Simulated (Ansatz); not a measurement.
V$_{3}$Si (A15, Cr3Si type)

```yaml
crystal:
  lattice:
    - [4.64951, 0.00000, 0.00000]
    - [0.00000, 4.64951, 0.00000]
    - [0.00000, 0.00000, 4.64951]
  atoms:
    - { symbol: V, position: [0.25000, 0.00000, 0.50000] }
    - { symbol: V, position: [0.75000, 0.00000, 0.50000] }
    - { symbol: V, position: [0.00000, 0.50000, 0.25000] }
    - { symbol: V, position: [0.00000, 0.50000, 0.75000] }
    - { symbol: V, position: [0.50000, 0.25000, 0.00000] }
    - { symbol: V, position: [0.50000, 0.75000, 0.00000] }
    - { symbol: Si, position: [0.00000, 0.00000, 0.00000] }
    - { symbol: Si, position: [0.50000, 0.50000, 0.50000] }
```

The slice is a {210} plane (indices of the conventional cell) through the point (0.500, 0.500, 0.500) (fractional), spanned by u = [100] and v = [021] in vectors of this cell: u (4.65 Å) and v (10.40 Å, at 90° to u). It covers one period; positions are fractions (u, v).

Calculation: PBEsol (plane waves to 420 eV, PAW, scalar-relativistic; Ansatz, a program for electronic structure). k mesh 10×10×10. These are valence fields of a PAW run, semicore shells included where kept as valence: close to a nucleus they are smooth pseudo fields. V3Si is run without spin polarisation. V3Si was relaxed with its symmetry unable to fall.

Problem. Predict the map of the electrostatic potential energy of an electron, from the cell's mean on the slice.

Solution. 
```
v \ u  0.00  0.18  0.36  0.55  0.73  0.91
-----  ----  ----  ----  ----  ----  ----
0.92      x   7.5   8.1   5.6   9.7     x
0.83    9.9   6.2   7.5   9.6   5.3   8.7
0.75   10.4   7.4   6.3   6.2   6.2   9.5
0.67      x   7.5   8.6   5.5  10.1     x
0.58      x  <2.0   8.1   4.8   9.0     x
0.50    2.2   9.1   7.1   2.9  10.3   4.7
0.42      x  <2.0   8.1   4.8   9.0     x
0.33      x   7.5   8.6   5.5  10.1     x
0.25   10.4   7.4   6.3   6.2   6.2   9.5
0.17    9.9   6.2   7.5   9.6   5.3   8.7
0.08      x   7.5   8.1   5.6   9.7     x
0.00      x     x   6.4   2.8   7.3     x
```

Values: electrostatic potential energy of an electron, from the cell's mean, in eV. Points within 1 Å of a nucleus are blanked (x), as the pseudised field means little there. Values under 2 eV are set to 2. The zero, the cell's mean, hangs on the PAW cores.
